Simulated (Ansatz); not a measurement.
Input:

Ti$_{3}$Al:
```cif
data_AlTi3
_chemical_formula_sum 'Ti3 Al1'
_space_group_name_H-M_alt 'P 1'
_space_group_IT_number 1
_cell_length_a 4.56833
_cell_length_b 4.56833
_cell_length_c 4.56833
_cell_angle_alpha 60.000
_cell_angle_beta 60.000
_cell_angle_gamma 60.000
loop_
_space_group_symop_operation_xyz
  'x, y, z'
loop_
_atom_site_label
_atom_site_type_symbol
_atom_site_fract_x
_atom_site_fract_y
_atom_site_fract_z
_atom_site_occupancy
Ti1 Ti 0.75000 0.75000 0.75000 1
Ti2 Ti 0.25000 0.25000 0.25000 1
Ti3 Ti 0.00000 0.00000 0.00000 1
Al1 Al 0.50000 0.50000 0.50000 1
```
The run is spin-polarised; directions of the spins, atom by atom: ↑ ↑ ↑ 0.

This is the r²SCAN-relaxed structure.

Question: All from DFT-r²SCAN in the program Ansatz with PAW potentials, unless another level is named. Give the formation energy from the elements (no fitted shifts).

Answer: -22 kJ/mol of atoms.

Question: Predict the density of states at the Fermi level.

Answer: 0.83 states/eV per atom (mean over ±0.08 eV).

Space group Fm-3m. The workflow started from a Materials Project entry (that database holds measured and hypothetical structures alike); the Crystallography Open Database copy checked does not list it. With Ti and Al taken as one species the cell has the higher symmetry Im-3m, so it may be an ordered model of a mixed-site phase. It is not the phase usual at ambient conditions (space group No. 194). The r²SCAN relaxation kept the symmetry of its start; its stability against distortions is not shown here. The final state is ferromagnetic, chosen from 3 collinear starts compared on coarse meshes (ties went to the first, and starts can fall back to one state), not a proven ground state. Other orbital occupations within this spin state were not tried. The references are the lowest solids computed at this level, not always the standard phases.

Potentials: the later of the program's two PAW sets.
